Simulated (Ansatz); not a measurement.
# Equation of state of LaRh3C under PBEsol

```xyz
5
Lattice="4.2669 0.0000 0.0000 0.0000 4.2669 0.0000 0.0000 0.0000 4.2669" Properties=species:S:1:pos:R:3 pbc="T T T"
La    2.1335    2.1335    2.1335
Rh    0.0000    0.0000    2.1335
Rh    0.0000    2.1335    0.0000
Rh    2.1335    0.0000    0.0000
C     0.0000    0.0000    0.0000
```

The cell is a database's computed one, not the measured one.

The cell was scaled at fixed shape and fractions and run with Ansatz, Ansatz PAW, cutoff 420 eV; PBEsol, k mesh 6 × 6 × 6 on the cell of 5 atoms, fermi-dirac occupations of 0.05 eV, no spin polarisation, no spin-orbit coupling. The potentials were made for PBE. Energies are those that the program minimises, any entropy of the smearing included. For a metal such a mesh isn't converged to the digits shown.

```tsv
V (Å³/atom)	energy over the lowest row (meV/atom)
14.6052	0.52
14.9160	0.00
15.2267	7.36
15.5375	?
15.8482	42.16
16.1590	68.17
16.4697	99.01
```

Fit the third-order Birch-Murnaghan form, give V0, B0 and B′, and predict the energy left open.

With y = (V0/V)^(2/3), E = E0 + (9 V0 B0/16) [(y - 1)³ B′ + (y - 1)² (6 - 4y)]. Least squares through the rows shown give V0 = 14.7782 Å³/atom, E0 = -0.79 meV, B0 = 202.9 GPa (1 eV/Å³ = 160.218 GPa) and B′ = 4.70, with a largest miss of 0.02 meV. At V = 15.5375 the form with these constants gives 21.67 meV; the run gave 21.66 meV an atom.
